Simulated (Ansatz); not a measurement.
Values for one crystal, relaxed and computed with the program Ansatz at the PBEsol level (PAW); other levels are named.

| Property | Value |
|---|---|
| Volume per atom | 23.48 Å³ |
| Electronic character | metallic (no gap) |
| Zone-centre stability | no imaginary mode at Γ |
| Highest zone-centre frequency | 157 cm⁻¹ |
| Elastic constants (relaxed ions, GPa) | C11 = 138, C22 = 109, C33 = 131, C12 = 48.7, C13 = 44.1, C23 = 46.1, C44 = 17.1, C55 = 53.4, C66 = 26.2 |
| Pressure derivative B′ | 5.8 |
| Mechanical stability | stable (all eigenvalues of C positive) |

**Question.** Which compound is it?
(A) GaBi, rock salt
(B) Li2Pd, P6/mmm (Pd on 1a, Li on 2d)
(C) YPt3, Cu3Au type
(D) Sn4Pt, Ccce (Sn on 16i, Pt on 4b)

**Answer.** D, Sn4Pt, Ccce (Sn on 16i, Pt on 4b)

The first step of the workflow began from a Materials Project structure, measured or hypothetical; the Crystallography Open Database files this formula in space group No. 68, but the cells were not matched. Whether it is the stable phase at ambient conditions was not checked. Symmetry was held in the PBEsol relaxation. The run is not spin-polarised. As this level gives no gap, shear constants depend on the k-mesh and smearing (Fermi–Dirac, 0.1 eV here). As this level gives no gap, phonon frequencies hold no LO–TO term and depend on the k-mesh and smearing (Fermi–Dirac, 0.1 eV here). Scalar-relativistic: spin–orbit coupling is off unless named, which matters more the heavier the elements.

Potentials: the later of the program's two PAW sets.
